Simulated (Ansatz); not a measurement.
Relaxed-ion elastic tensor of NiGe in space group Pnma (No. 62; Ni on 4c, Ge on 4c) in GPa (Voigt order), plane-wave PAW PBEsol (Ansatz code); density 8.32 g/cm³, 13.10 Å³ per atom.

```
 232   154   113   0.0   0.0   0.0
 154   204   121   0.0   0.0   0.0
 113   121   192   0.0   0.0   0.0
 0.0   0.0   0.0  77.4   0.0   0.0
 0.0   0.0   0.0   0.0   117   0.0
 0.0   0.0   0.0   0.0   0.0   119
```

Is the crystal mechanically stable?

Yes: the smallest eigenvalue of C is 59.7 GPa.

Work out the Voigt, Reuss and Hill averages.

K_V = 156, K_R = 152, K_H = 154; G_V = 78.6, G_R = 59.7, G_H = 69.2 GPa.

Give Young's modulus, Poisson's ratio, Pugh's ratio and the universal anisotropy index.

E = 9KG/(3K + G) = 180 GPa; ν = 0.30; K/G = 2.23 (ductile by the Pugh limit of 1.75); A_U = 5G_V/G_R + K_V/K_R − 6 = 1.60.

Estimate the sound speeds and the Debye temperature.

v_l = √((K + 4G/3)/ρ) = 5440 m/s, v_t = √(G/ρ) = 2880 m/s, mean 3220 m/s; Θ = (h/k)(3n/4πV)^(1/3) v_m = 407 K.

How much does each axis shrink under pressure?

Linear compressibilities β_i = Σ_j S_ij (j = 1 to 3): x 1.5, y 1.9, z 3.1 per TPa.

The PBEsol relaxation kept the symmetry of its start. No spin polarisation was allowed. As this level gives no gap, shear constants depend on the k-mesh and smearing (Fermi–Dirac, 0.1 eV here). On the denser mesh and wider smearing of the elastic run this cell carries a stress of 0.4 GPa.

Potentials: the earlier of the program's two PAW sets. The files were generated under PBE; for other functionals the program regenerates the frozen cores, and for LDA and PBEsol the local potential too.
